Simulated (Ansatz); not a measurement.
ScPd3C:
Space group Pm-3m (No. 221); a = 4.179 Å, b = 4.179 Å, c = 4.179 Å, α = 90.00°, β = 90.00°, γ = 90.00°

| atom | site | symmetry | x | y | z |
|---|---|---|---|---|---|
| Sc | 1a | m-3m | 0.0000 | 0.0000 | 0.0000 |
| Pd | 3c | 4/mm.m | 0.0000 | 0.5000 | 0.5000 |
| C | 1b | m-3m | 0.5000 | 0.5000 | 0.5000 |

Relaxed with r²SCAN.

Task: Tabulate the valence density and the electron localisation function along the shortest Pd–C contact (2.09 Å), the program Ansatz at the r²SCAN level (PAW).

Result: 

| distance from Pd (Å) | density (e/Å³) | ELF |
|---|---|---|
| 0.21 | 12.99 | 0.32 |
| 0.31 | 11.72 | 0.42 |
| 0.42 | 9.75 | 0.48 |
| 0.52 | 7.28 | 0.50 |
| 0.63 | 4.78 | 0.47 |
| 0.73 | 2.77 | 0.40 |
| 0.84 | 1.52 | 0.30 |
| 0.94 | 0.95 | 0.24 |
| 1.04 | 0.74 | 0.25 |
| 1.15 | 0.70 | 0.39 |
| 1.25 | 0.77 | 0.59 |
| 1.36 | 0.91 | 0.73 |
| 1.46 | 1.11 | 0.76 |
| 1.57 | 1.32 | 0.70 |
| 1.67 | 1.51 | 0.56 |
| 1.78 | 1.62 | 0.33 |
| 1.88 | 1.62 | 0.13 |

The density is the valence pseudo-density with augmentation charge, so density and ELF within about 1 Å of a nucleus are not all-electron values.

The start of the workflow was typed in or built on a structure type; neither database checked (COD, Materials Project) lists it. Its standing as an ambient phase is unchecked. The cell was relaxed with r²SCAN under the symmetry of its start; its stability against distortions is not shown here. The run is not spin-polarised.

Potentials: the later of the program's two PAW sets.
